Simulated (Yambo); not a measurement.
Yambo input for NaMoO3F (space group P2_1/m, No. 11) (a = 6.658 Å, b = 3.761 Å, c = 7.313 Å, α = γ = 90.00°, β = 109.91°), on PBEsol (Quantum ESPRESSO, PseudoDojo norm-conserving, 88 Ry, scalar-relativistic) wavefunctions on a 4×4×2 mesh:

```
optics
chi
dipoles
kernel
FFTGvecs= 40 Ry
Chimod= "HARTREE"
NGsBlkXd= 3 Ry
% QpntsRXd
 1 | 1 |
%
% BndsRnXd
 5 | 148 |
%
GrFnTpXd= "R"
% EnRngeXd
 0.0 | 20.0 | eV
%
% DmRngeXd
 0.2 | 0.2 | eV
%
CGrdSpXd= 50
ETStpsXd= 161
% LongDrXd
 0.0 | 1.0 | 0.0 |
%
```

First lines of the file o-*.eps_q1_inv_rpa_dyson:

```
Absorption @ Q(1):   0.00000000     1.00000000     0.00000000    [q->0 direction]
#
# [ X ] Hartree size     :  101
# [GEN] GF Energies     : Perdew, Burke & Ernzerhof SOL(X)+Perdew, Burke & Ernzerhof SOL(C)
# [GEN] Green`s Function     : Retarded
#
# [GEN] Gauge     : Length
# [GEN] [r,Vnl] included     : yes
#
#    E[1] [eV]     Im(eps)     Re(eps)     Im(eps_o)     Re(eps_o)
#
     0.000000     -0.15619E-09     4.280333     -0.22499E-17     4.411902
     0.125000     0.006041     4.282203     0.006240     4.413832
     0.250000     0.012145     4.287831     0.012545     4.419645
     0.375000     0.018374     4.297275     0.018983     4.429399
     0.500000     0.024796     4.310631     0.025625     4.443197
     0.625000     0.031484     4.328038     0.032548     4.461186
     0.750000     0.038521     4.349684     0.039839     4.483562
     0.875000     0.045998     4.375806     0.047598     4.510579
     1.000000     0.054026     4.406704     0.055940     4.542552
     1.125000     0.062733     4.442749     0.065003     4.579876
     1.250000     0.072273     4.484394     0.074956     4.623032
     1.375000     0.082840     4.532196     0.086005     4.672614
     1.500000     0.094674     4.586838     0.098411     4.729351
     1.625000     0.108082     4.649162     0.112510     4.794146
     1.750000     0.123464     4.720209     0.128741     4.868117
     1.875000     0.141353     4.801285     0.147691     4.952675
     2.000000     0.162476     4.894040     0.170167     5.049607
     2.125000     0.187856     5.000592     0.197313     5.161220
     2.250000     0.218979     5.123703     0.230806     5.290537
     2.375000     0.258106     5.267036     0.273217     5.441592
     2.500000     0.308860     5.435542     0.328712     5.619862
     2.625000     0.377465     5.635959     0.404532     5.832827
     2.750000     0.475545     5.877146     0.514373     6.090267
     2.875000     0.626672     6.167978     0.686303     6.401333
     3.000000     0.876142     6.500641     0.973702     6.752945
     3.125000     1.255878     6.808836     1.406248     7.060327
     3.250000     1.712412     7.054628     1.907002     7.289639
     3.375000     2.234839     7.247533     2.475327     7.468495
     3.500000     2.837057     7.440495     3.145537     7.642246
     3.625000     3.670755     7.488238     4.073890     7.624520
     3.750000     4.344793     7.280874     4.809279     7.308028
     3.875000     5.143999     7.438969     5.713741     7.331541
     4.000000     6.849818     7.221014     7.483724     6.734253
```
(The file goes on to the top of the energy range.) Convergence of the RPA response with its 4×4×2 mesh was not tested.

Spin-orbit coupling is not included.

Geometry of the Materials Project entry, not relaxed at this level.

The structure is a Materials Project entry; no match was found in the copy of COD used, and its stability was not checked.
